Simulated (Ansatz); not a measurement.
The elements of this relaxed trial crystal are hidden behind letters.

```
lattice vectors (Å)
   4.3965    0.0000    0.0000
   0.0000    4.3965    0.0000
   0.0000    0.0000    4.3965
fractional positions
X 0.5000 0.5000 0.5000
Z 0.0000 0.0000 0.0000
Q 0.5000 0.0000 0.0000
Q 0.0000 0.5000 0.0000
Q 0.0000 0.0000 0.5000
```

Theory: Ansatz 0.2.0, DFT PBE, scalar-relativistic, plane waves, PAW. Settings of the last relaxation (5-atom cell): 420 eV, 8×8×8 k points, Gaussian smearing of 0.10 eV, no spin polarisation.

```
Space group                              : Pm-3m (No. 221)
Conventional cell                        : a = 4.396 Å
Volume per atom                          : 17.00 Å³
Density                                  : 7.39 g/cm³
Formation energy                         : −1.35 eV/atom
Gap on the 8×8×8 mesh of the 5-atom cell : 0 eV (a metal)
```

Energies are uncorrected and count from the elements' standard states at the same level.

Q: X is an s-block element of period 6, Z is a d-block element of period 6 and Q is a p-block element of period 2. Which elements are they?

A: X = Ba, Z = W, Q = F, so the formula is BaWF3, here in the cubic perovskite type. Density times volume gives a mean mass of 7.39 × 17.00/1.6605 = 75.7 u per atom, and this set has 75.6 u. Ba has 12 F at 3.11 Å and 8 W at 3.81 Å; W has 6 F at 2.20 Å and 8 Ba at 3.81 Å; F has 2 W at 2.20 Å, 4 Ba at 3.11 Å and 8 F at 3.11 Å. Other sets within the hints have nearly the same mass, so mass alone doesn't settle it; this one was computed.

Spin–orbit coupling, which can matter for W, is left out. An odd number of electrons in the primitive cell allows no gap without spin; a larger cell or a magnetic state could open one. The cell is a metal run without spin; a magnetic state may lie lower. A structure relaxed within its symmetry needn't be a true minimum.
